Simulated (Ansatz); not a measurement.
## ZrBr: strain and displacement

```xyz
4
Lattice="1.7516 1.0113 9.3570 -1.7516 1.0113 9.3570 0.0000 -2.0225 9.3570" Properties=species:S:1:pos:R:3 pbc="T T T"
Zr    0.0000    0.0000    5.8725
Zr    0.0000    0.0000   22.1985
Br    0.0000    0.0000   10.9954
Br    0.0000    0.0000   17.0756
```

Atom numbers follow the list: Zr1, Zr2, Br3, Br4.

The cell comes from COD entry 4343762, which wasn't checked; take it as a given geometry.

Computed with Ansatz 0.2.0, DFT, LDA, PAW with Ansatz's default frozen-core files, scalar-relativistic.

Settings: a Γ-centred 10×10×10 k mesh, Fermi–Dirac smearing of 0.02 eV, cutoff 420 eV, no spin polarisation; the PAW files were made with PBE, and the program remakes their frozen cores for this functional.

The unchanged cell is at -3.25 GPa.

In a metal, stresses and small energies carry noise from the k mesh.

x, y and z are the Cartesian axes of the cell as listed; fractional coordinates follow a strain, and an engineering shear is twice the off-diagonal strain component.

Q: One change gave: energy change +2.6 meV/atom; stress change (xx, yy, zz, yz, xz, xy) -0.66, 0.57, 0.19, 1.10, 0.59, 0.16 GPa, compression positive; change of the force on Br3 (-0.067, -0.127, -0.001) eV/Å. Which change was it?
A. equal xy, yz and zx engineering shear strains of -1 %
B. equal xy, yz and zx engineering shear strains of +1 %
C. equal xy, yz and zx engineering shear strains of -2 %
D. equal xy, yz and zx engineering shear strains of +2 %

A: C. For equal xy, yz and zx engineering shear strains of -1 %: energy change +0.6 meV/atom; stress change (xx, yy, zz, yz, xz, xy) -0.34, 0.29, 0.07, 0.54, 0.29, 0.03 GPa, compression positive; change of the force on Br3 (-0.032, -0.062, 0.001) eV/Å. For equal xy, yz and zx engineering shear strains of +1 %: energy change +0.7 meV/atom; stress change (xx, yy, zz, yz, xz, xy) 0.18, -0.22, 0.06, -0.56, -0.30, -0.06 GPa, compression positive; change of the force on Br3 (0.034, 0.065, 0.001) eV/Å. For equal xy, yz and zx engineering shear strains of +2 %: energy change +2.7 meV/atom; stress change (xx, yy, zz, yz, xz, xy) 0.32, -0.39, 0.18, -1.12, -0.62, -0.17 GPa, compression positive; change of the force on Br3 (0.072, 0.129, -0.003) eV/Å.
